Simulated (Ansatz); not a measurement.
Cd₂TeSe in space group P-4m2 (No. 115; Cd on 2g, Te on 1d, Se on 1b), LDA in the plane-wave PAW code Ansatz, all energies at zero smearing, with the estimated change up to a 700 eV cutoff added, with one set of potentials and settings (totals compare only within such a set). Cell of 4 atoms (2 Cd, 1 Te, 1 Se): -28447.993 eV.

```csv
element,reference phase,E (eV/atom)
Cd,"P6_3/mmc, 2 atoms in the cell",-8117.8923
Te,"P3_121, 3 atoms in the cell",-6827.2001
Se,"P3_121, 3 atoms in the cell",-5383.2604
```

Formation energy per atom, worked out: (-28447.993 − 2×(-8117.8923) − 1×(-6827.2001) − 1×(-5383.2604))/4 = -0.437 eV/atom (-42 kJ per mol of atoms), at 0 K, without zero-point energy or fitted corrections.

The first step of the workflow began from a Materials Project structure, measured or hypothetical; the Crystallography Open Database copy checked does not list it. Its standing as an ambient phase is unchecked. The LDA relaxation kept the symmetry of its start; of distortions, only those at the zone centre were tested. The references are the lowest solids computed at this level, not always the standard phases. Spin–orbit coupling is left out wherever it is not named.

Potentials: the later of the program's two PAW sets.
